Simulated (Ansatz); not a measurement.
A relaxed cell of AlGa2Sb3 is given with its symmetry left out. The cell was found from a structure generator's guess, not taken from experiment.

The calculation used DFT PBE, scalar-relativistic, plane waves, PAW in Ansatz. Cutoff 420 eV, Γ-centred mesh, Gaussian smearing, no spin polarisation.

```
Al Ga Sb
1.0
     4.13455    0.00000    0.00000
     0.00000    4.13455    0.00000
     0.00000    0.00000    8.69173
Al Ga Sb
1 2 3
Direct
  0.00000 0.00000 0.93589
  0.50000 0.00000 0.22579
  0.00000 0.50000 0.22579
  0.50000 0.50000 0.94976
  0.50000 0.50000 0.51034
  0.00000 0.00000 0.61327
```

The zero of energy is the elements' standard structures at the same level; no fitted shifts are applied.

Question: Find its symmetry and describe it.

Answer: P4mm (No. 99). Conventional cell: a = 4.135 Å, c = 8.692 Å. Al has 5 Sb at 2.80–2.93 Å and 4 Ga at 3.26 Å; Ga has 4 Ga at 2.92 Å, 4 Sb at 3.17–3.22 Å, 2 Al at 3.26 Å and 2 Sb at 3.95 Å; Sb on its first site has 4 Al at 2.93 Å and 4 Ga at 3.17 Å; around Sb on its second site lie 4 Sb at 3.06 Å and 4 Ga at 3.22 Å; 1 more site not described.

Question: What is its formation energy per atom?

Answer: +0.09 eV/atom. The separate elements lie lower, so it is unstable against them.

Question: Is it a metal?

Answer: Yes, bands cross the Fermi level on the 10×10×6 mesh.

The last run used a 10×10×6 mesh (in the run's order of axes) for its 6-atom cell and Gaussian smearing of 0.10 eV. These runs have no spin–orbit coupling, which can matter for Sb. Symmetry constrained the relaxation, so the result can be a saddle point.
